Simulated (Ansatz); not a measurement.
Relaxed BN (wurtzite):

```xyz
8
Lattice="5.0867 0.0000 0.0000 -1.2717 2.2026 0.0000 2.5433 0.0000 4.2069" Properties=species:S:1:pos:R:3 pbc="T T T"
B      6.3583     0.7342     4.2064
B      3.8150     0.7342     4.2064
B      5.0867     1.4684     2.1030
B      2.5433     1.4684     2.1030
N      1.2717     0.7342     2.6305
N      3.8150     0.7342     2.6305
N      0.0000     1.4684     0.5271
N      2.5433     1.4684     0.5271
```

A phonon eigenvector at L = (0.5, 0.0, 0.5) is frozen into this cell: atom i moves by Q times the vector below, so Q is the largest atomic displacement, in Å. The cell is held. It is one choice among 2 degenerate patterns. (q is in reciprocal vectors of the primitive cell; the cell shown is doubled to hold the pattern.)

| atom | x | y | z |
|---|---|---|---|
| B1 | -0.151 | -0.087 | 0.227 |
| B2 | 0.151 | 0.087 | -0.227 |
| B3 | 0.558 | 0.322 | -0.765 |
| B4 | -0.558 | -0.322 | 0.765 |
| N5 | 0.388 | 0.224 | -0.327 |
| N6 | -0.388 | -0.224 | 0.327 |
| N7 | 0.269 | 0.155 | 0.640 |
| N8 | -0.269 | -0.155 | -0.640 |

Computed with r2SCAN (plane waves to 500 eV, PAW, scalar-relativistic; Ansatz, an electronic-structure program). k mesh 15×15×15 (Γ-centred), Fermi-Dirac smearing 0.05 eV. E stands for the smeared free energy. BN was relaxed with its symmetry unable to fall. The PAW data are Ansatz's earlier set. The zero of ΔE is the undisplaced structure.

| Q (Å) | ΔE (meV/cell) |
|---|---|
| -0.2800 | withheld |
| -0.2333 | 4389 |
| -0.1867 | 2648 |
| -0.1400 | 1421 |
| -0.0933 | 611 |
| -0.0467 | 150 |
| 0.0000 | 0 |
| 0.0467 | 150 |
| 0.0933 | 611 |
| 0.1400 | 1421 |
| 0.1867 | 2648 |
| 0.2333 | 4389 |
| 0.2800 | withheld |

Problem. Fit an even polynomial form (powers 2, 4, 6) to the given rows and predict ΔE at Q = -0.2800.

Solution. Least squares on the 11 given rows: ΔE = (68330)·Q² + (206200)·Q⁴ + (364900)·Q⁶, in meV/cell with Q in Å; root-mean-square residual 0.2 meV/cell. At -0.2800 the fit gives 6800 meV/cell; the calculation gives 6789 meV/cell, so the extrapolation is off by 11 (+0.2 %). The quadratic term alone would give 5357 meV/cell.

(For displaced atoms, the force is minus the slope of the energy, and its curvature is a force constant, which sets phonon frequencies.)
